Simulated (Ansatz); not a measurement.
NiSb (NiAs type, P6_3/mmc), a = b = 3.9143 Å, c = 5.0741 Å, α = β = 90.00°, γ = 120.00°.

Relaxed with PBEsol.

Problem. Which orbitals make up the states near the Fermi level in PBEsol in the plane-wave PAW code Ansatz?

Solution. Within 0.5 eV of the Fermi level: Ni 3d 51 %, Sb 5p 35 %, Sb 5s 8 %. Projections are on Löwdin-orthogonalised atomic valence shells; empty p or d shells of many metals are not among them.

Problem. Tabulate the density of states.

Solution. States/eV per cell of 4 atoms, in 0.25 eV bins, energy from the Fermi level.

```tsv
E (eV)	total	Ni 3d	Sb 5p	Ni 4s
-7.85	0.00	0.00	0.00	0.00
-7.60	0.00	0.00	0.00	0.00
-7.35	0.00	0.00	0.00	0.00
-7.10	0.00	0.00	0.00	0.00
-6.85	0.02	0.00	0.01	0.01
-6.60	0.55	0.04	0.37	0.12
-6.35	1.44	0.13	0.92	0.28
-6.10	1.69	0.19	1.07	0.27
-5.85	1.72	0.21	1.17	0.21
-5.60	1.86	0.28	1.23	0.19
-5.35	1.73	0.32	1.09	0.16
-5.10	1.35	0.30	0.80	0.11
-4.85	1.65	0.42	0.95	0.14
-4.60	2.02	0.61	1.10	0.16
-4.35	1.84	0.64	0.95	0.12
-4.10	2.60	1.14	1.23	0.12
-3.85	4.02	2.17	1.61	0.13
-3.60	4.97	2.84	1.77	0.20
-3.35	3.42	2.13	1.08	0.10
-3.10	5.77	3.75	1.79	0.06
-2.85	8.98	6.71	1.88	0.11
-2.60	6.17	4.35	1.49	0.09
-2.35	4.16	3.75	0.27	0.02
-2.10	13.42	12.76	0.21	0.15
-1.85	7.64	7.11	0.27	0.07
-1.60	5.98	5.35	0.33	0.10
-1.35	8.01	7.38	0.39	0.07
-1.10	3.64	2.81	0.61	0.06
-0.85	2.60	1.77	0.62	0.05
-0.60	2.23	1.39	0.65	0.04
-0.35	2.33	1.38	0.72	0.04
-0.10	2.28	1.29	0.73	0.04
0.15	1.97	0.89	0.75	0.04
0.40	2.16	0.89	0.90	0.05
0.65	1.64	0.59	0.78	0.04
0.90	1.21	0.40	0.61	0.03
1.15	1.75	0.54	0.87	0.10
1.40	1.99	0.55	1.07	0.11
1.65	1.74	0.43	0.99	0.08
1.90	1.56	0.35	0.93	0.07
2.15	1.40	0.30	0.86	0.07
2.40	1.45	0.29	0.91	0.08
2.65	1.68	0.31	1.07	0.10
2.90	1.46	0.25	0.96	0.09
3.15	1.40	0.21	0.91	0.12
3.40	1.44	0.20	0.93	0.15
3.65	1.10	0.14	0.64	0.17
3.90	1.21	0.13	0.51	0.32
4.15	1.31	0.10	0.40	0.41
4.40	1.40	0.08	0.31	0.46
4.65	2.04	0.10	0.43	0.56
4.90	1.88	0.08	0.43	0.56
```

The PBEsol relaxation kept the symmetry of its start; of distortions, only those at the zone centre were tested. The workflow began spin-polarised and lost its moments. Spin–orbit coupling is left out wherever it is not named.

Potentials: the later of the program's two PAW sets.
